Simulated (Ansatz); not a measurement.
BN:
```
CELL_PARAMETERS angstrom
      2.49858     0.00000     0.00000
     -1.24929     2.16384     0.00000
      0.00000     0.00000    19.78101
ATOMIC_POSITIONS crystal
  B  0.00000 0.00000 0.08347
  N  0.33333 0.66667 0.08357
  B  0.33333 0.66667 0.25000
  N  0.66667 0.33333 0.25009
  B  0.66667 0.33333 0.41640
  N  0.00000 0.00000 0.41647
  B  0.00000 0.00000 0.58347
  N  0.66667 0.33333 0.58357
  B  0.66667 0.33333 0.75000
  N  0.33333 0.66667 0.75009
  B  0.33333 0.66667 0.91640
  N  0.00000 0.00000 0.91647
```

This is the r²SCAN+D4-relaxed structure. Cartesian axes are those of the cell as given.

Q: All from r²SCAN+D4 in the plane-wave PAW code Ansatz, unless another level is named. Predict the bulk modulus (Birch–Murnaghan fit).

A: 32.0 GPa.

Q: Give the piezoelectric stress constants (proper, relaxed ions, C/m²).

A: e31 = e32 = -0.03, e33 = 0.08.

Q: Predict the elastic constants (relaxed ions, GPa).

A: C11 = 922, C12 = 202, C13 = -1.1, C33 = 33.5, C44 = 5.7.

Space group P6_3mc. The start of the workflow was typed in or built on a structure type. Its sites differ from those of the usual phase in this space group: another stacking or structure type. Symmetry was held in the r²SCAN+D4 relaxation; its stability against distortions is not shown here.

Potentials: the later of the program's two PAW sets.
